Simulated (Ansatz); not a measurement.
## CsH: clamped-ion strain scan

Method: DFT LDA, scalar-relativistic, plane waves, PAW in Ansatz 0.2.0. Settings: plane waves to 420 eV, k-mesh 8×8×8 (Γ-centred), Gaussian smearing 0.05 eV. No spin polarisation. Energies are free energies at this smearing, counted from the undisturbed cell; pressure is positive in compression.

Reference structure (as given, not relaxed at this level; it stands at -1.3 GPa):

```
CELL_PARAMETERS angstrom
0.00000 3.18800 3.18800
3.18800 0.00000 3.18800
3.18800 3.18800 0.00000
ATOMIC_POSITIONS crystal
Cs 0.00000 0.00000 0.00000
H 0.50000 0.50000 0.50000
```

The cell is strained by ε times the Voigt pattern (0, 0, 0, 0, 0, 1) (xx, yy, zz, yz, xz, xy; engineering shear) with fractional coordinates fixed.

| ε | ΔE (meV/atom) |
| --- | --- |
| -0.1000 | 4.9 |
| -0.0500 | 1.2 |
| 0.0000 | 0.0 |
| 0.0125 | 0.1 |
| 0.0250 | 0.3 |
| 0.0375 | 0.7 |
| 0.0625 | 1.9 |
| 0.0750 | 2.8 |
| 0.0875 | 3.8 |

**Question.** Predict the stress summed along the pattern (GPa, tension positive) at each point.

**Answer.**
```tsv
ε	stress summed along the pattern (GPa, tension positive)
-0.1000	-0.56
-0.0500	-0.27
0.0000	0.00
0.0125	0.07
0.0250	0.14
0.0375	0.21
0.0625	0.34
0.0750	0.41
0.0875	0.48
```